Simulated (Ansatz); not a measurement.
Relaxed-ion elastic tensor of CdF2 (fluorite, space group No. 225) in GPa (Voigt order), the program Ansatz at the LDA level (PAW); density 6.72 g/cm³, 12.39 Å³ per atom.

```
 205  87.6  87.6   0.0   0.0   0.0
87.6   205  87.6   0.0   0.0   0.0
87.6  87.6   205   0.0   0.0   0.0
 0.0   0.0   0.0  25.3   0.0   0.0
 0.0   0.0   0.0   0.0  25.3   0.0
 0.0   0.0   0.0   0.0   0.0  25.3
```

Problem. Is the crystal mechanically stable?

Solution. Yes: the smallest eigenvalue of C is 25.3 GPa.

Problem. Work out the Voigt, Reuss and Hill averages.

Solution. K_V = 127, K_R = 127, K_H = 127; G_V = 38.6, G_R = 32.7, G_H = 35.7 GPa.

Problem. Give Young's modulus, Poisson's ratio, Pugh's ratio and the universal anisotropy index.

Solution. E = 9KG/(3K + G) = 97.8 GPa; ν = 0.37; K/G = 3.55 (ductile by the Pugh limit of 1.75); A_U = 5G_V/G_R + K_V/K_R − 6 = 0.90.

Problem. Estimate the sound speeds and the Debye temperature.

Solution. v_l = √((K + 4G/3)/ρ) = 5090 m/s, v_t = √(G/ρ) = 2300 m/s, mean 2600 m/s; Θ = (h/k)(3n/4πV)^(1/3) v_m = 334 K.

Problem. Give the Zener ratio and Young's modulus along [100], [110] and [111].

Solution. A = 2C44/(C11 − C12) = 0.43; 1/E = S11 − 2(S11 − S12 − S44/2)Γ with Γ = 0, 1/4, 1/3 gives 153, 82.0, 71.1 GPa.

Problem. Solve the Christoffel equation for the three sound speeds along [100], [110], [111].

Solution. Eigenvalues of C_ijkl n_j n_l equal ρv². In km/s, slowest first: [100] 1.94, 1.94, 5.52; [110] 1.94, 2.96, 5.05; [111] 2.66, 2.66, 4.89.

Space group Fm-3m (fluorite). Symmetry was held in the LDA relaxation; phonons on a q-mesh show no instability.

Potentials: the later of the program's two PAW sets.
